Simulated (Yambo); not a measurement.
SrGeP$_{2}$O$_{8}$ (space group C2/m, No. 12), G0W0@LDA in Yambo (2×2×2 mesh, plasmon pole; 7 Ry block, no terminator). The number N of bands in W and G is varied.

```json
[
 {"N": "96", "x = 1/N": "0.01042", "gap (-0.5, -0.5, 0) → Γ (eV)": "7.428", "shift of the valence edge (eV)": "-0.760"},
 {"N": "133", "x = 1/N": "0.00752", "gap (-0.5, -0.5, 0) → Γ (eV)": "7.242", "shift of the valence edge (eV)": "-0.844"},
 {"N": "179", "x = 1/N": "0.00559", "gap (-0.5, -0.5, 0) → Γ (eV)": "7.183", "shift of the valence edge (eV)": "-0.965"},
 {"N": "225", "x = 1/N": "0.00444", "gap (-0.5, -0.5, 0) → Γ (eV)": "?", "shift of the valence edge (eV)": "?"}
]
```

Basis-set arguments suggest E = E∞ + A x. Fix A and E∞ from the two rows above the withheld one, predict the row at 225 bands, and test the form.

Gap: A = (7.183 − (7.242))/(0.00559 − 0.00752) = 30.6, E∞ = 7.012 eV, so 7.148 eV is predicted; the run gave 7.144 eV (miss 4 meV). The first two rows have slope 64.1, so the form doesn't hold yet over the whole range. Shift: A = (-0.965 − (-0.844))/(0.00559 − 0.00752) = 62.7, E∞ = -1.315 eV, so -1.037 eV is predicted; the run gave -1.051 eV (miss 14 meV). The first two rows have slope 29.0, so the form doesn't hold yet over the whole range. The other settings are held fixed.

The standard potential for Ge keeps a d shell in the valence without the s and p states of that shell. In tests on such compounds this moved G0W0 gaps by up to about 0.9 eV, so absolute quasiparticle energies here are unreliable; differences between settings are what counts.

Spin-orbit coupling is not included.

Geometry of the Materials Project entry, not relaxed at this level; primitive cell a = b = 4.670 Å, c = 7.327 Å, α = β = 93.62°, γ = 65.88°.

A shift is the quasiparticle energy of the state minus its LDA energy.
